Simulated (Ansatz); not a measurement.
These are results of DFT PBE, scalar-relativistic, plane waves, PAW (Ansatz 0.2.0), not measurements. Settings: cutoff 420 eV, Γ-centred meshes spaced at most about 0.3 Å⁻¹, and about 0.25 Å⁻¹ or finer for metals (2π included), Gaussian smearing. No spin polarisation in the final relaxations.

All energies are static (0 K, no zero-point motion).

Compare these two cells of HfHF₃, each relaxed at this level.

1.

```xyz
5
Lattice="4.2969 0.0000 0.0000 0.0000 4.2969 0.0000 0.0000 0.0000 3.1628" Properties=species:S:1:pos:R:3 pbc="T T T"
Hf    0.0000    0.0000    2.2573
H     2.1484    2.1484    1.5062
F     0.0000    2.1484    2.2188
F     2.1484    0.0000    2.2188
F     2.1484    2.1484    0.5681
```

2.

```xyz
5
Lattice="4.0993 0.0000 0.0000 0.0000 4.0993 0.0000 0.0000 0.0000 4.0993" Properties=species:S:1:pos:R:3 pbc="T T T"
Hf    0.0000    0.0000    0.0000
H     2.0496    2.0496    2.0496
F     2.0496    0.0000    0.0000
F     0.0000    2.0496    0.0000
F     0.0000    0.0000    2.0496
```

**Question.** Which would you expect to be lower, and how large is the difference?

**Answer.** Cell 2 is lower, by 210 meV/atom. Cell 1 has space group P4mm (No. 99), 11.7 Å³/atom and no gap on its mesh; cell 2 has the cubic perovskite type, space group Pm-3m (No. 221), 13.8 Å³/atom and no gap. Counting F or H atoms around Hf (for each partner element, those within 1.25 times its shortest distance or 1.15 times the sum of covalent radii, where it is the nearest in units of that sum or under 1.3), cell 1 has Hf 4 and cell 2 has Hf 6. The lower one is the more open, so pressure narrows the difference. In cell 1, around Hf lie 4 F at 2.15 Å, 4 H at 3.13 Å and 2 Hf at 3.16 Å; H is surrounded by 1 F at 0.94 Å and 5 F at 2.22–2.26 Å; F on a site of symmetry 2mm is surrounded by 2 Hf at 2.15 Å and 2 H at 2.26 Å; 1 more site not described. In cell 2, Hf has 6 F at 2.05 Å; H is surrounded by 12 F at 2.90 Å (long against covalent radii, as for large ions); F is surrounded by 2 Hf at 2.05 Å, 4 H at 2.90 Å and 8 F at 2.90 Å. Both come from invented guesses.

Spin–orbit coupling, which can matter for Hf, is left out. H stands nearly free of neighbours here, and without spin polarisation the energy of such atoms comes out too high. With hydrogen, zero-point motion can shift such differences by 10 meV/atom or more. Cells relaxed within their symmetry can be saddle points.
